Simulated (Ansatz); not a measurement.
**Sr₄Nb₃PO₁₄ — 87Sr NMR of the central transition**

Cell: a computed structure from the Materials Project (it need not be an observed phase), taken as it stands.

```
CELL_PARAMETERS angstrom
4.06982 0.00000 0.00000
-0.01816 5.78804 0.00000
-1.95943 -0.87092 13.14988
ATOMIC_POSITIONS crystal
Sr 0.29448 0.06919 0.61310
Sr 0.72293 0.55815 0.43116
Sr 0.44377 0.43668 0.87929
Sr 0.55432 0.95764 0.10738
Nb 0.16844 0.01835 0.33066
Nb 0.05475 0.45954 0.11164
Nb 0.94763 0.93161 0.88101
P 0.73826 0.56170 0.66861
O 0.45462 0.89780 0.89525
O 0.54872 0.43482 0.09268
O 0.91478 0.61019 0.78567
O 0.09342 0.17124 0.18573
O 0.78003 0.77857 0.60914
O 0.20950 0.29408 0.40964
O 0.21794 0.81503 0.43632
O 0.81819 0.34861 0.59889
O 0.99700 0.19004 0.98091
O 0.00418 0.67865 0.99972
O 0.89066 0.10932 0.77208
O 0.10751 0.69439 0.21460
O 0.38364 0.51648 0.68840
O 0.65520 0.98821 0.30807
```

Atoms are numbered from 1 in the order listed; like atoms form one site, named after its first atom.

All values are calculated (Ansatz; DFT, r2SCAN, plane waves and PAW, scalar-relativistic, 500 eV cutoff, Γ-centred 5×4×2 k-points, Fermi–Dirac smearing 0.02 eV), not measured.

87Sr has I = 9/2 and Q = 305.0 mb (Pyykkö 2018); at 21.1 T its Larmor frequency is ν₀ = 39.1 MHz. Only the quadrupole interaction is simulated: positions count from each site's isotropic chemical shift, and shift anisotropy, dipolar and J coupling are left out.

(1) What does the 87Sr spectrum (static powder) show for each site?

## Answers

(1) 

```json
{"site": "Sr1", "first shell": "9 O at 2.52–3.06 Å; also 1 O at 3.42 Å", "C_Q (MHz)": "71.8", "η": "0.58", "P_Q (MHz)": "75.8", "δ_QIS (ppm)": "-5229", "breadth (kHz)": "1459"}
{"site": "Sr2", "first shell": "6 O at 2.49–2.60 Å", "C_Q (MHz)": "56.9", "η": "0.90", "P_Q (MHz)": "64.0", "δ_QIS (ppm)": "-3729", "breadth (kHz)": "1089"}
{"site": "Sr3", "first shell": "12 O at 2.57–3.14 Å", "C_Q (MHz)": "38.9", "η": "0.94", "P_Q (MHz)": "44.2", "δ_QIS (ppm)": "-1781", "breadth (kHz)": "521"}
{"site": "Sr4", "first shell": "12 O at 2.56–3.02 Å", "C_Q (MHz)": "32.3", "η": "0.37", "P_Q (MHz)": "33.0", "δ_QIS (ppm)": "-993", "breadth (kHz)": "257"}
```

δ_QIS = −(ν_Q²/30ν₀²)[I(I+1) − 3/4](1 + η²/3) × 10⁶ ppm with ν_Q = 3|C_Q|/[2I(2I−1)]; it falls as 1/B₀² in ppm, and the breadth as 1/B₀ in kHz.

At this cell the r2SCAN pressure is -6 GPa, so with r2SCAN the cell would shrink if it were relaxed. The entry's cell may itself be off. The largest force is 1.3 eV/Å, so the atoms aren't at the calculated equilibrium and relaxing them would move these values. Without spin–orbit coupling (the program notes it for Sr) the gradients are little affected as a rule: paired runs on crystals with a gap mostly move them by under 2 % at such atoms.

Hardware: 2 threads of Intel Xeon Processor @ 2.50GHz (Skylake/Cascade Lake) (x86_64; 62 cores open to the job, memory cap 5.0 GiB, no GPU), a shared host with a load of 0.9 a core. Wall time 3.5 min, CPU time 6.7 min, peak memory 1.5 GiB.
